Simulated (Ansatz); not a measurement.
FeC2S2N2, one structure, two calculations

Cell: a structure deposited in the COD, taken as it stands.

```cif
data_FeC2S2N2
_symmetry_space_group_name_H-M 'C2/m'
_symmetry_Int_Tables_number 12
_cell_length_a 10.6300
_cell_length_b 3.7420
_cell_length_c 6.1680
_cell_angle_alpha 90.000
_cell_angle_beta 105.038
_cell_angle_gamma 90.000
loop_
_atom_site_label
_atom_site_type_symbol
_atom_site_symmetry_multiplicity
_atom_site_Wyckoff_symbol
_atom_site_fract_x
_atom_site_fract_y
_atom_site_fract_z
Fe Fe 2 a 0.0000 0.0000 0.0000
C C 4 i 0.7586 0.0000 0.2220
S S 4 i 0.6103 0.0000 0.2668
N N 4 i 0.8596 0.0000 0.1766
```

One atom of each set is listed; the run and its k-mesh use a cell of 7 atoms with edges of 5.63, 5.63, 6.17 Å.

First run. Method: Kohn–Sham DFT in Ansatz, PBE, plane waves and PAW, scalar-relativistic, collinear spin, 420 eV cutoff, Γ-centred 8×8×5 k-points, Fermi–Dirac smearing 0.02 eV. Start moments as typed (μB): 4 on each Fe, none on the rest.

| site | V_zz (10²¹ V/m²) | η | m (μB) |
| --- | --- | --- | --- |
| Fe | 8.96 | 0.53 | 3.21 |
| C | -2.59 | 0.21 | 0.00 |
| S | 21.4 | 0.12 | 0.05 |
| N | -3.31 | 0.11 | 0.03 |

Second run. The same atoms and settings, except that the mesh is 9×9×6 and the Fermi–Dirac smearing is 0.05 eV.

Q: What does the second run give?

A: 

```tsv
site	V_zz	η	change of V_zz	m (μB)
Fe	8.15	0.59	-0.81	3.21
C	-2.59	0.19	0.00	0.00
S	21.4	0.12	+0.01	0.05
N	-3.31	0.11	0.00	0.03
```

The largest change of V_zz is on Fe, from 8.96 to 8.15. In per cent, |V_zz| changes by -9 on Fe, 0 on C, 0 on S, 0 on N (all sites that start above 2). Isomer shifts (Fe against α-Fe, from the density at the nucleus and a line fitted to measured compounds for each functional; the lines scatter by about 0.1 mm/s, so smaller changes between functionals mean little): Fe 0.92 → 0.92 mm/s.

At this cell the principal stresses reach 5 GPa in size with PBE, which can matter for small gradients. The largest force is 0.7 eV/Å, so the atoms aren't at the calculated equilibrium and relaxing them would move these values. Semilocal functionals can leave a metal where correlation in the d or f shell opens a gap in the real compound, and that would change the values at and beside Fe. With these PAW files V_zz is typically within 2 to 3 % of all-electron values, but misses above 10 % occur on Fe. All moments are parallel here, as the start or the cell imposes; many such compounds order antiparallel, where fields and spin densities carried over to other atoms largely cancel. The magnetic order is the one that the run reached from its start moments, not necessarily the measured one.
